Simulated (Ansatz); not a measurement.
Computed with Ansatz, DFT PBE, scalar-relativistic, plane waves, PAW, and for the lanthanide a 4f-in-core norm-conserving potential. Settings: cutoff 630 eV, Γ-centred meshes spaced at most about 0.3 Å⁻¹, and about 0.25 Å⁻¹ or finer for metals (2π included), Gaussian smearing. No spin polarisation in the final relaxations.

These are static total energies at zero pressure.

Two relaxed structures of Dy3Br:

A.

```
Dy Br
1.0
     4.87196    0.00000    0.00000
     0.00000    4.87196    0.00000
     0.00000    0.00000    4.87196
Dy Br
3 1
Direct
  0.50000 0.00000 0.50000
  0.00000 0.50000 0.50000
  0.50000 0.50000 0.00000
  0.00000 0.00000 0.00000
```

B.

```
Dy Br
1.0
     0.00000    3.90795    3.90795
     3.90795    0.00000    3.90795
     3.90795    3.90795    0.00000
Dy Br
3 1
Direct
  0.00000 0.00000 0.00000
  0.25000 0.25000 0.25000
  0.75000 0.75000 0.75000
  0.50000 0.50000 0.50000
```

Problem. Which would you expect to be lower, and how large is the difference?

Solution. A is lower, by 125 meV/atom. A has space group Pm-3m (No. 221), 28.9 Å³/atom and no gap on its mesh; B has the BiF3 (D0_3) type, space group Fm-3m (No. 225), 29.8 Å³/atom and no gap. Counting Dy atoms around Br (those within 1.25 times the shortest such distance or 1.15 times the sum of covalent radii, 1.27 where that leaves under three; a plus sign parts nearer from farther groups), A has Br 12 and B has Br 8+6. The denser one is the lower, and pressure would at first widen the difference. In A, Dy is surrounded by 4 Br at 3.44 Å and 8 Dy at 3.44 Å; Br has 12 Dy at 3.44 Å. In B, around Dy on a site of symmetry m-3m lie 8 Dy at 3.38 Å and 6 Br at 3.91 Å; Dy on a site of symmetry -43m is surrounded by 4 Br at 3.38 Å, 4 Dy at 3.38 Å and 6 Dy at 3.91 Å; around Br lie 8 Dy at 3.38 Å and 6 Dy at 3.91 Å. Both come from invented guesses. A third cell relaxed alike, in Cmmm, lies 0.40 eV/atom below the lower of the two.

Cells relaxed within their symmetry can be saddle points.

The lanthanide is trivalent by construction, without f bands, f moments or other valences.
